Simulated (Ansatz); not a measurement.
ZrSi in space group P-6m2 (No. 187; Zr on 1a, Si on 1f), plane-wave PAW PBE (Ansatz code), all energies at zero smearing, with the estimated change up to a 700 eV cutoff added, with one set of potentials and settings (totals compare only within such a set). Cell of 2 atoms (1 Zr, 1 Si): -4820.443 eV.

| element | reference phase | E (eV/atom) |
|---|---|---|
| Zr | P6_3/mmc, 2 atoms in the cell | -4183.8362 |
| Si | Fd-3m, 2 atoms in the cell | -635.8096 |

Formation energy per atom, worked out: (-4820.443 − 1×(-4183.8362) − 1×(-635.8096))/2 = -0.399 eV/atom (-38 kJ per mol of atoms), at 0 K, without zero-point energy or fitted corrections.

The cell is a constructed one: a structure type filled with these elements; neither database checked (COD, Materials Project) lists it. COD files the formula under space group No. 62, 63, so this cell is another polymorph or a model. Whether it is the stable phase at ambient conditions was not checked. The PBE relaxation kept the symmetry of its start; whether a distortion lowers the energy is not shown. The run is not spin-polarised. The references are the lowest solids computed at this level, not always the standard phases.

Potentials: the later of the program's two PAW sets.
